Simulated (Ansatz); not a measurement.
ZnCl₂ in space group P4_2/nmc (No. 137; Zn on 2a, Cl on 4d) at seven volumes, LDA in the plane-wave PAW code Ansatz, shape and atoms relaxed at each. One row is withheld.

```csv
V (Å³/atom),P (GPa)
20.109,?
20.771,1.74
21.434,0.73
22.097,0.00
22.760,-0.52
23.423,-0.85
24.086,-1.03
```

Question: Fit the shown pressures and predict the withheld one.

Answer: Third-order Birch–Murnaghan: P = (3/2)B₀(x^(7/2) − x^(5/2))[1 + (3/4)(B′ − 4)(x − 1)] with x = (V₀/V)^(2/3). Least squares on the six rows gives V₀ = 22.090 Å³/atom, B₀ = 20.41 GPa, B′ = 11.20. At V = 20.109, x = 1.0646 and P = 3.12 GPa. The run itself gave 3.06 GPa.

The first step of the workflow began from a Materials Project structure, measured or hypothetical; the Crystallography Open Database files this formula in space group No. 137, but the cells were not matched. Its standing as an ambient phase is unchecked. The LDA relaxation kept the symmetry of its start; whether a distortion lowers the energy is not shown. A crystal of weakly bound layers computed without a dispersion correction: the cell and the soft elastic constants depend strongly on that.

Potentials: the later of the program's two PAW sets.
